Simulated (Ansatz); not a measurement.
Ti, DFT, PBEsol, PAW with Ansatz's default frozen-core files, scalar-relativistic (Ansatz 0.2.0), run on 1 thread of Arm Neoverse V1 on a shared host.

The geometry is COD entry 9008517, unchecked; take it as a test cell. The listed cell was then made from it by scaling, straining or moving an atom.

Command: `ansatz run input.yaml --threads 1 --pin off --max-ram 3072MiB --backend cpu --events-out ev --progress --plain --runs-dir out`

```yaml
crystal:
  lattice:
    - [3.0078556446, 0.0, 0.0]
    - [-1.5039278223, 2.6048793991, 0.0]
    - [0.0, 0.0, 4.7779056859]
  atoms:
    - { symbol: Ti, position: [0.3333333333, 0.6666666667, 0.25] }
    - { symbol: Ti, position: [0.6666666667, 0.3333333333, 0.75] }
kpoints:
  mp_grid: { grid: [13, 13, 7] }
scf:
  occupations: { method: fermi_dirac, width: 0.08 }
hamiltonian:
  xc: pbesol
  pseudopotentials: { kind: paw }
output:
  forces: true
  stress: true
  eigenvalues: true
  efg: { contact_densities: true }
```

Problem. How large is the problem that the program sets up?

Solution. 84 irreducible k-points, 711 plane waves at Γ, 16 bands.

Problem. Estimate the wall time and the peak memory.

Solution. 3.7 s of wall time for 6 SCF iterations, with a peak of 0.35 GiB. Times on shared machines scatter by tens of per cent.

Problem. And the same cell and mesh by crystal-made all-electron datasets, asked for forces, stress, eigenvalues, efg, on the same hardware?

Solution. 7.7 s, peak memory 0.38 GiB.
